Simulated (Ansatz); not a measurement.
The elements of this relaxed trial crystal are hidden behind letters.

```
lattice vectors (Å)
   4.9574    0.0000    0.0000
   0.0000    4.9574    0.0000
   0.0000    0.0000    4.9574
fractional positions
X 0.0000 0.0000 0.5000
X 0.5000 0.0000 0.0000
X 0.0000 0.5000 0.0000
Z 0.6952 0.3048 0.3048
Z 0.3048 0.6952 0.3048
Z 0.3048 0.3048 0.6952
Z 0.6952 0.6952 0.6952
```

All numbers below come from DFT PBE, scalar-relativistic, plane waves, PAW (Ansatz 0.2.0). The final run on the 7-atom cell used 420 eV, a Γ-centred 8×8×8 mesh, 0.10 eV smearing and no spin polarisation.

| Quantity | Value |
| --- | --- |
| Space group | P-43m (No. 215) |
| Conventional cell | a = 4.957 Å |
| Volume per atom | 17.40 Å³ |
| Density | 5.61 g/cm³ |
| Energy over the elements | +0.24 eV/atom |
| Gap on the 8×8×8 mesh of the 7-atom cell | 0 eV (a metal) |

Energies are uncorrected and count from the elements' standard states at the same level.

**Question.** X is a d-block element of period 5 and Z is a p-block element of period 3. Which elements are they?

**Answer.** X = Mo, Z = P, so the formula is Mo3P4. Density times volume gives a mean mass of 5.61 × 17.40/1.6605 = 58.8 u per atom, and this set has 58.8 u. Around Mo lie 4 P at 2.35 Å; around P lie 3 Mo at 2.35 Å and 3 P at 2.74 Å. Other sets within the hints have nearly the same mass, so mass alone doesn't settle it; this one was computed.

A structure relaxed within its symmetry needn't be a true minimum.
